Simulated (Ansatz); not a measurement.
ZrMo:
```xyz
2
Lattice="3.2993 0.0000 0.0000 0.0000 3.2993 0.0000 0.0000 0.0000 3.2993" Properties=species:S:1:pos:R:3 pbc="T T T"
Mo     0.0000     0.0000     0.0000
Zr     1.6496     1.6496     1.6496
```

Relaxed with PBEsol. Special points in fractions of this cell's reciprocal vectors: Γ (0.000, 0.000, 0.000); X (0.000, 0.500, 0.000); M (0.500, 0.500, 0.000); R (0.500, 0.500, 0.500).

**Question.** List the band energies nearest the Fermi level at these points for the program Ansatz at the PBEsol with spin–orbit coupling level (PAW).

**Answer.** In eV from the Fermi level; about four levels below and three above (degenerate sets whole), none deeper than 8.9 eV; points with the same levels are listed once.

```tsv
k	below	above
Γ	-3.71 -3.71 -3.71 -3.71	0.21 0.21 0.21 0.21
X	-1.65 -1.65 -0.31 -0.31	0.22 0.22 0.35 0.35
M	-1.67 -1.67 -1.63 -1.63	2.49 2.49 2.50 2.50
R	-0.73 -0.73 -0.73 -0.73	2.79 2.79 2.79 2.79
```

Space group Pm-3m (CsCl type). The start of the workflow was typed in or built on a structure type; neither database checked (COD, Materials Project) lists it. Its standing as an ambient phase is unchecked. The PBEsol relaxation kept the symmetry of its start; its stability against distortions is not shown here. The run is not spin-polarised.

Potentials: the later of the program's two PAW sets.
